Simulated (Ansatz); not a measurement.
Ga$_{2}$PN:
```cif
data_Ga2NP
_chemical_formula_sum 'Ga2 P1 N1'
_space_group_name_H-M_alt 'P3m1'
_space_group_IT_number 156
_space_group_name_Hall 'P 3 -2"'
_cell_length_a 3.50259
_cell_length_b 3.50259
_cell_length_c 5.84321
_cell_angle_alpha 90.000
_cell_angle_beta 90.000
_cell_angle_gamma 120.000
loop_
_atom_site_label
_atom_site_type_symbol
_atom_site_symmetry_multiplicity
_atom_site_Wyckoff_symbol
_atom_site_fract_x
_atom_site_fract_y
_atom_site_fract_z
_atom_site_occupancy
Ga1 Ga 1 a 0.00000 0.00000 0.46641 1
Ga2 Ga 1 c 0.66667 0.33333 0.03971 1
P1 P 1 a 0.00000 0.00000 0.86963 1
N1 N 1 c 0.66667 0.33333 0.37425 1
```

Relaxed with PBEsol.

Question: Decompose the optical modes at the zone centre into irreducible representations, and say which are infrared and Raman allowed.

Answer: Point group 3m: Γ_opt = 3A1 + 3E. Infrared: A1, E. Raman: A1, E.

Question: Assign frequencies (DFPT, PBEsol in the plane-wave PAW code Ansatz).

Answer: E 90, A1 251, E 369, E 381, A1 397, A1 564 cm⁻¹.

The start of the workflow was typed in or built on a structure type; neither database checked (COD, Materials Project) lists it. Its standing as an ambient phase is unchecked. The cell was relaxed with PBEsol under the symmetry of its start; whether a distortion lowers the energy is not shown. As this level gives no gap, phonon frequencies hold no LO–TO term and depend on the k-mesh and smearing (Fermi–Dirac, 0.1 eV here).

Potentials: the later of the program's two PAW sets.
